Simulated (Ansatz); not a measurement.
Input:

Y:
Space group Fd-3m, origin choice 1 (No. 227); a = 7.042 Å, b = 7.042 Å, c = 7.042 Å, α = 90.00°, β = 90.00°, γ = 90.00°

```
atom  site  symmetry       x       y       z
----  ----  --------  ------  ------  ------
Y       8b      -43m  0.5000  0.5000  0.5000
```
(The calculation used a cell of 2 atoms; values per cell refer to that cell.)

This is the PBE-relaxed structure.

Q: All from PBE in the plane-wave PAW code Ansatz, unless another level is named. Predict the density of states at the Fermi level.

A: 2.4 states/eV per atom (mean over ±0.08 eV).

Q: Predict the gap with spin–orbit coupling.

A: none (metallic).

The start of the workflow was typed in or built on a structure type; neither database checked (COD, Materials Project) lists it. It is not the phase usual at ambient conditions (space group No. 194). The cell was relaxed with PBE under the symmetry of its start; its stability against distortions is not shown here. No spin polarisation was allowed. The volume moved by -17 % from the start of the relaxation. Spin–orbit coupling is left out wherever it is not named.

Potentials: the later of the program's two PAW sets.
